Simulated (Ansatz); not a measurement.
TiC:
```yaml
crystal:
  lattice:
    - [4.25487, 0.00000, 0.00000]
    - [0.00000, 4.25487, 0.00000]
    - [0.00000, 0.00000, 4.25487]
  atoms:
    - { symbol: Ti, position: [0.00000, 0.50000, 0.50000] }
    - { symbol: Ti, position: [0.50000, 0.00000, 0.50000] }
    - { symbol: Ti, position: [0.50000, 0.50000, 0.00000] }
    - { symbol: C, position: [0.50000, 0.00000, 0.00000] }
    - { symbol: C, position: [0.00000, 0.50000, 0.00000] }
    - { symbol: C, position: [0.00000, 0.00000, 0.50000] }
```

Relaxed with PBE. Special points in fractions of this cell's reciprocal vectors: Γ (0.000, 0.000, 0.000); X (0.000, 0.500, 0.000); M (0.500, 0.500, 0.000); R (0.500, 0.500, 0.500).

Q: List the band energies nearest the Fermi level at these points for PBE in the plane-wave PAW code Ansatz.

A: In eV from the Fermi level; about four levels below and three above (degenerate sets whole), none deeper than 8.9 eV; points with the same levels are listed once.

```csv
k,below,above
Γ,-2.33 -2.33 -2.33 -0.63 -0.63 -0.63,0.43 0.43 0.43
X,-1.53 -0.90 -0.90 -0.28,0.05 0.13 0.13
M,-1.57 -1.57 -0.58 -0.07,0.85 0.85 2.33
R,-4.32 -4.32 -4.32 -2.88 -2.88 -2.88,0.43 0.43 0.43
```

Space group Pm-3m. The start of the workflow was typed in or built on a structure type; neither database checked (COD, Materials Project) lists it. It is not the phase usual at ambient conditions (space group No. 225). The PBE relaxation kept the symmetry of its start; whether a distortion lowers the energy is not shown. No spin polarisation was allowed. Its formation energy is positive at this level, so the cell may be metastable or incomplete.

Potentials: the earlier of the program's two PAW sets.
